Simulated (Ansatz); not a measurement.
The relaxed structure here is a generated cell of TiB2: the first start was made by placing the elements on the sites of a structure type, and the end was not matched to a known phase here, so it may be hypothetical. Known forms of TiB2 include space group No. 191.

A relaxed structure of TiB2. Space group I4₁/amd (No. 141). All values below come from PBE (plane waves to 420 eV, PAW, scalar-relativistic; Ansatz, a program for electronic structure).

```cif
data_B4Ti2
_chemical_formula_sum 'Ti2 B4'
_space_group_name_H-M_alt 'P 1'
_space_group_IT_number 1
_cell_length_a 5.71132
_cell_length_b 5.71132
_cell_length_c 5.71132
_cell_angle_alpha 148.392
_cell_angle_beta 148.392
_cell_angle_gamma 45.306
loop_
_space_group_symop_operation_xyz
  'x, y, z'
loop_
_atom_site_label
_atom_site_type_symbol
_atom_site_fract_x
_atom_site_fract_y
_atom_site_fract_z
_atom_site_occupancy
Ti1 Ti 0.75000 0.25000 0.50000 1
Ti2 Ti 0.00000 0.00000 0.00000 1
B1 B 0.41697 0.41697 0.00000 1
B2 B 0.16697 0.66697 0.50000 1
B3 B 0.33303 0.83303 0.50000 1
B4 B 0.58303 0.58303 0.00000 1
```

| Quantity | Value |
|---|---|
| Volume per atom | 8.50 Å³ |
| Band gap | no gap (metallic) |
| Shortest distances | B–B 1.75 Å; B–Ti 2.35 Å; Ti–Ti 3.06 Å |
| k-mesh | 20×20×20 |

Band energies at high-symmetry points (eV from the Fermi level; labels of this space group; no spin-orbit coupling), from −5 eV up to 2.4 eV:

```tsv
point	energies
Γ	-3.23 -3.23 -2.65 -2.21 -2.21 -2.13 -1.47 1.47 2.01 2.21
X	-4.89 -4.89 -3.97 -3.97 -3.03 -3.03
P	-4.88 -4.88 -4.01 -4.01 -3.00 -3.00
N	-4.29 -4.23 -4.07 -1.87 -1.01 -0.92 0.59 0.82 1.59
M	-3.15 -3.15 -2.33 -2.33 -2.16 -2.16 1.73 1.73 2.30 2.30
S	-4.06 -3.02 -2.55 -1.65 -0.39 0.68 0.93 1.92
S0	-4.06 -3.02 -2.55 -1.65 -0.39 0.68 0.93 1.92
R	-4.88 -4.88 -3.95 -3.95 -2.98 -2.98
```

No spin polarisation in the result.

It was reached from a disturbed copy of a Immm (No. 71) cell, against which it lies -1.37 eV/atom.
